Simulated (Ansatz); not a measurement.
# Moving the pressure in PdAl3

The cell as given:

The structure is cubic, space group Pm-3m (No. 221). Conventional cell: a = 3.947 Å, b = 3.947 Å, c = 3.947 Å, α = 90.00°, β = 90.00°, γ = 90.00°. Pd (site symmetry m-3m) has 12 Al at 2.79 Å as nearest neighbours. Around Al (site symmetry 4/mmm) lie 4 Pd at 2.79 Å and 8 Al at 2.79 Å.

The cell comes from a database or a generator and needn't be the stable form of this composition.

Kept alike: task relaxation of cell and atoms; functional PBEsol; k mesh 7 × 7 × 7; occupations fermi-dirac, width 0.05 eV; no spin polarisation. Program: Ansatz, all-electron LAPW, scalar-relativistic. The mesh is that of the run's cell of 4 atoms. No spin-orbit coupling.

| pressure, P (GPa) | volume (Å³/atom) |
| --- | --- |
| 0 | 15.120 |
| 5 | 14.540 |
| 10 | 14.062 |
| 20 | 13.290 |

The relaxations keep at least the cell's symmetry (Pm-3m). For a metal such a mesh leaves the last digits unconverged. Runs of this series that gave no sound value for these columns are left out. The runs follow the start's structure, whether or not it is the stable one at these pressures. P is the pressure aimed at, which the runs meet within some hundredths to tenths of a GPa.

The volume falls from 15.120 to 13.290 Å³/atom between 0 and 20 GPa. The volume falls ever more slowly, since the solid stiffens under load. At the pressures aimed at, which the runs meet within some tenths of a GPa, the step from 0 to 5 GPa gives a mean bulk modulus near 128 GPa, the last step 177 GPa.
